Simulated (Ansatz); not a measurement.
Each is relaxed and computed with the program Ansatz at the PBE level (PAW). Which is the only metal?
A. KCdCO3F, P-6m2 (Pearson symbol hP7)
B. SiGe, Pmma (Si on 2e, Si on 2f, Ge on 2e, Ge on 2f)
C. ZrSe2, CdI2 type
D. ZrGe, P-6m2 (Zr on 1a, Ge on 1f)

D, ZrGe, P-6m2 (Zr on 1a, Ge on 1f). ZrGe: metal; SiGe: gap 0.37 eV (indirect); KCdCO3F: gap 1.78 eV; ZrSe2: gap 0.42 eV (indirect). Constructed cells (a structure type filled with these elements, in neither database checked): ZrGe, P-6m2 (Zr on 1a, Ge on 1f). Typed or built starts, not in the databases checked: SiGe, Pmma (Si on 2e, Si on 2f, Ge on 2e, Ge on 2f). Standing as an ambient phase not checked: KCdCO3F, P-6m2 (Pearson symbol hP7). Weakly bound layers, chains or molecules computed without a dispersion correction, so cells and soft constants are ill determined: ZrSe2, CdI2 type. Unstable at this level: KCdCO3F, P-6m2 (Pearson symbol hP7). All cells were relaxed under the symmetry of their starts (and spin orders); stability against distortions was not tested throughout. Rows with no word on spin ran without spin polarisation. Scalar-relativistic: spin–orbit coupling is off unless named, which matters more the heavier the elements.

Potentials: the later of the program's two PAW sets.
